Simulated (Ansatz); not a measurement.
Relaxation of a generated cell, Ba built in the AFLOW prototype A_tI2_139_a (A_a); 1 atom in the cell, which starts as I4/mmm (No. 139), tI2; a = 5.356 Å, b = 5.356 Å, c = 4.410 Å, α = 90.00°, β = 90.00°, γ = 90.00°. These are PBE (plane waves to 420 eV, PAW, scalar-relativistic; Ansatz, a first-principles code) values and carry that method's errors. Γ-centred k-mesh 10×10×10 on the run's cell (coarser than for final values), Fermi–Dirac smearing 0.05 eV. This is the first round of the run. 

The optimiser's lines from the output (shortened; P is positive under compression):

```
relax step   1: F+E_penalty+E_count = -5949.67148257 eV  Δ(F+E_penalty+E_count) = +0.000e0 eV  max|allowed force component| = 0.000e0 eV/Å  Δτ_max = 0.0000 Å  P = +0.057 GPa  Ω = 63.253 Å³  (7 SCF iters, dr2 threshold 1.00e-7 eV, accepted)
relax step   2: F+E_penalty+E_count = -5949.67953287 eV  Δ(F+E_penalty+E_count) = -8.050e-3 eV  max|allowed force component| = 0.000e0 eV/Å  Δτ_max = 0.0000 Å  P = +0.039 GPa  Ω = 63.313 Å³  (4 SCF iters, dr2 threshold 1.00e-7 eV, accepted)
relax step   3: F+E_penalty+E_count = -5949.69709984 eV  Δ(F+E_penalty+E_count) = -1.757e-2 eV  max|allowed force component| = 0.000e0 eV/Å  Δτ_max = 0.0000 Å  P = +0.029 GPa  Ω = 63.166 Å³  (5 SCF iters, dr2 threshold 1.00e-7 eV, accepted)
relax step   4: F+E_penalty+E_count = -5949.70388123 eV  Δ(F+E_penalty+E_count) = -6.781e-3 eV  max|allowed force component| = 0.000e0 eV/Å  Δτ_max = 0.0000 Å  P = -0.005 GPa  Ω = 63.296 Å³  (5 SCF iters, dr2 threshold 1.00e-7 eV, accepted)
relax step   5: F+E_penalty+E_count = -5949.70431308 eV  Δ(F+E_penalty+E_count) = -4.319e-4 eV  max|allowed force component| = 0.000e0 eV/Å  Δτ_max = 0.0000 Å  P = -0.002 GPa  Ω = 63.243 Å³  (4 SCF iters, dr2 threshold 2.48e-8 eV, accepted)
relax step   6: F+E_penalty+E_count = -5949.70443565 eV  Δ(F+E_penalty+E_count) = -1.226e-4 eV  max|allowed force component| = 0.000e0 eV/Å  Δτ_max = 0.0000 Å  P = +0.002 GPa  Ω = 63.195 Å³  (4 SCF iters, dr2 threshold 5.47e-9 eV, accepted)
relax step   7: F+E_penalty+E_count = -5949.70466613 eV  Δ(F+E_penalty+E_count) = -2.305e-4 eV  max|allowed force component| = 0.000e0 eV/Å  Δτ_max = 0.0000 Å  P = +0.012 GPa  Ω = 63.195 Å³  stress off target by 3.41e-2 GPa  SCF on the basis re-selected at this cell (its energy is not comparable with the rows above)  (5 SCF iters)
relax step   8: F+E_penalty+E_count = -5949.70469705 eV  Δ(F+E_penalty+E_count) = -3.092e-5 eV  max|allowed force component| = 0.000e0 eV/Å  Δτ_max = 0.0000 Å  P = +0.007 GPa  Ω = 63.224 Å³  (4 SCF iters, dr2 threshold 2.90e-9 eV, accepted)
relax step   9: F+E_penalty+E_count = -5949.70469833 eV  Δ(F+E_penalty+E_count) = -1.281e-6 eV  max|allowed force component| = 0.000e0 eV/Å  Δτ_max = 0.0000 Å  P = +0.003 GPa  Ω = 63.259 Å³  (6 SCF iters, accepted)
relax step  10: F+E_penalty+E_count = -5949.70470024 eV  Δ(F+E_penalty+E_count) = -1.903e-6 eV  max|allowed force component| = 0.000e0 eV/Å  Δτ_max = 0.0000 Å  P = +0.003 GPa  Ω = 63.259 Å³  stress off target by 2.58e-3 GPa  SCF on the basis re-selected at this cell (its energy is not comparable with the rows above)  (4 SCF iters)
```

From the first to the last row the energy changes by -0.03 eV/atom and the volume by 0.0 %. The last row is marked as not comparable with the walk above it, whose basis was carried along; it does compare with step 1, since both stand on a basis selected at the nominal cutoff for their own cell.

Later rounds, restarted from the end of this one on a renewed k-mesh, logged 2 more steps and released under 0.01 eV/atom more. The final structure after all rounds: Im-3m (No. 229), cI2, bcc (W type); a = 5.0202 Å, b = 5.0202 Å, c = 5.0202 Å, α = 90.00°, β = 90.00°, γ = 90.00°. Between re-selections the logged energies stand on a plane-wave basis carried along with the cell. No spin polarisation in the result.

The run could not lose the symmetry of its start.
